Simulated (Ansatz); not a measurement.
TiGe:
```yaml
crystal:
  lattice:
    - [0.00000, 2.59680, 2.59680]
    - [2.59680, 0.00000, 2.59680]
    - [2.59680, 2.59680, 0.00000]
  atoms:
    - { symbol: Ge, position: [0.00000, 0.00000, 0.00000] }
    - { symbol: Ti, position: [0.50000, 0.50000, 0.50000] }
```

Relaxed with PBE. Special points in fractions of this cell's reciprocal vectors: Γ (0.000, 0.000, 0.000); X (0.500, 0.000, 0.500); U (0.625, 0.250, 0.625); K (0.375, 0.375, 0.750); L (0.500, 0.500, 0.500); W (0.500, 0.250, 0.750).

**Question.** List the band energies nearest the Fermi level at these points for PBE in the plane-wave PAW code Ansatz.

**Answer.** In eV from the Fermi level; about four levels below and three above (degenerate sets whole), none deeper than 8.9 eV; points with the same levels are listed once.

| k | below | above |
|---|---|---|
| Γ | – | 0.10 0.10 0.10 |
| X | -8.14 -3.57 -1.32 | 0.24 0.24 1.09 |
| U | -7.87 -3.25 -3.02 -1.09 | 0.69 1.55 2.09 |
| L | -8.02 -5.03 -1.78 -1.78 | 1.40 1.40 2.11 |
| W | -7.79 -2.90 -2.90 -2.08 | 1.67 1.67 1.77 |

Space group Fm-3m (rock salt). The cell is a constructed one: a structure type filled with these elements; neither database checked (COD, Materials Project) lists it. Whether it is the stable phase at ambient conditions was not checked. Symmetry was held in the PBE relaxation; its stability against distortions is not shown here. No spin polarisation was allowed. Spin–orbit coupling is left out wherever it is not named.

Potentials: the later of the program's two PAW sets.
